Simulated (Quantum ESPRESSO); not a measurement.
Si2AsO5N, convergence and cost over cutoff and k mesh

Simulated, not a measurement. The program is pw.x of Quantum ESPRESSO 7.5 (plane-wave density functional theory). The cell is made up: 9 atoms on a quartz lattice, with randomly drawn elements, strain and displacements, not relaxed. PseudoDojo standard norm-conserving files (v0.5 for PBE, v0.4.1 for LDA and PBEsol) set the functional; there is no spin polarisation, spin-orbit coupling or dispersion term, and the masses in the input are unused placeholders.

Input of the run in row 4:

```
&control calculation='scf', pseudo_dir='./dojo.nc.sr.pbe.v0_5.standard.upf', outdir='./o', disk_io='medium', tprnfor=.true., tstress=.true. /
&system ibrav=0, nat=9, ntyp=4, nbnd=35, ecutwfc=84.00895049, nosym=.true., tot_charge=0,
 occupations='smearing', smearing='fd', degauss=0.0018374661
/
&electrons conv_thr=7.350e-09, electron_maxstep=60, /
ATOMIC_SPECIES
As 1.0 As.upf
N 1.0 N.upf
O 1.0 O.upf
Si 1.0 Si.upf
CELL_PARAMETERS angstrom
5.0569 -0.0547 0.0367
-2.5758 4.4859 0.0012
0.0403 0.0248 5.5428
ATOMIC_POSITIONS angstrom
Si 2.3394 0.0519 3.6036
Si -1.1588 2.1666 1.9081
As 1.3265 2.379 0.0386
O 1.4526 1.2798 4.3436
O 3.4694 0.5933 2.5762
O 2.8018 2.541 0.6879
O 0.353 1.8729 1.1307
O -1.0663 3.2911 2.9138
N 0.752 3.8638 4.8712
K_POINTS automatic
5 5 4 1 1 1
```

The same cell was run at these settings. Meshes are shifted by half a step, and differences are from the last row, which is itself not exact.

| cutoff (eV) | k mesh | k points solved | threshold (eV) | free energy less the last row's (eV) | pressure (GPa) | largest stress difference (GPa) | largest force difference (eV/Å) | iterations | wall time (s) | k-point pools | processor |
| --- | --- | --- | --- | --- | --- | --- | --- | --- | --- | --- | --- |
| 800 | 2 x 2 x 2 | 4 | 1e-04 | 3.378 | -30.44 | 36.18 | 0.211 | 8 | 32 | 1 | AMD EPYC, Zen 5 class |
| 1143 | 2 x 2 x 2 | 4 | 1e-07 | -0.006 | 5.35 | 0.08 | 0.026 | 12 | 68 | 1 | AMD EPYC, Zen 5 class |
| 589 | 5 x 5 x 4 | 50 | 1e-07 | 50.507 | -252.66 | 258.38 | 0.823 | 11 | 197 | 1 | AMD EPYC, Zen 5 class |
| 1143 | 5 x 5 x 4 | 50 | 1e-07 | 0.003 | 5.33 | 0.02 | 0.002 | 12 | 510 | 1 | AMD EPYC, Zen 5 class |
| 1437 | 7 x 7 x 6 | 147 | 1e-07 | 0.000 | 5.35 | 0.00 | 0.000 | 12 | 376 | 4 | Intel Xeon, 2023 or later |

Each pool is one process. Wall times include start-up and a band step at six k points, which weighs most on the coarsest meshes. The runs were on shared virtual cores whose load varied, so times are rough.